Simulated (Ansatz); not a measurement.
A geometry of CeO₂ away from equilibrium: the start of the relaxation of a relaxed CeO2 cell, doubled along one cell vector, shaken by Gaussian noise of σ = 0.08 Å a coordinate. Computed with PBE (plane waves to 420 eV, PAW, scalar-relativistic; Ansatz, a first-principles code). Γ-centred k-mesh 8×4×8 on the run's cell (coarser than for final values), Fermi–Dirac smearing 0.05 eV.

```xyz
6
Lattice="1.7137 0.9894 5.1662 -3.4274 1.9788 10.3325 0.0000 -1.9788 5.1662" Properties=species:S:1:pos:R:3 pbc="T T T"
Ce    -0.0589     0.0431     0.1118
Ce    -1.8245     1.1366     5.0567
O     -0.0316     0.0467     3.8899
O     -1.7543     1.0337     9.2124
O      0.0174    -0.1111     6.4033
O     -1.8378     0.8252    11.4155
```

Question: Give the Cartesian forces on all atoms (eV/Å).

Answer: 
| atom | Fx | Fy | Fz |
|---|---|---|---|
| Ce1 | -1.55 | 0.84 | -0.41 |
| Ce2 | 1.64 | -2.06 | -0.59 |
| O3 | -0.05 | 0.23 | 1.42 |
| O4 | -0.12 | 0.58 | -2.17 |
| O5 | -0.08 | 0.12 | -0.49 |
| O6 | 0.16 | 0.29 | 2.23 |

Question: What is the pressure?

Answer: +3.7 GPa, compression positive.

Question: How much energy per atom can still be gained by relaxing?

Answer: 0.86 eV/atom; the path ends in Fm-3m (No. 225) (fluorite type).

No spin polarisation in the result. The d or f electrons are treated with no Hubbard U. The 4f state was not searched, so a lower electronic state may exist.

Of the parent cell (R3m (No. 160)): it is a generated cell of CeO2: the first start was made by placing the elements on the sites of a structure type, and the end was not matched to a known phase here, so it may be hypothetical. Known forms of CeO2 include space group No. 225.
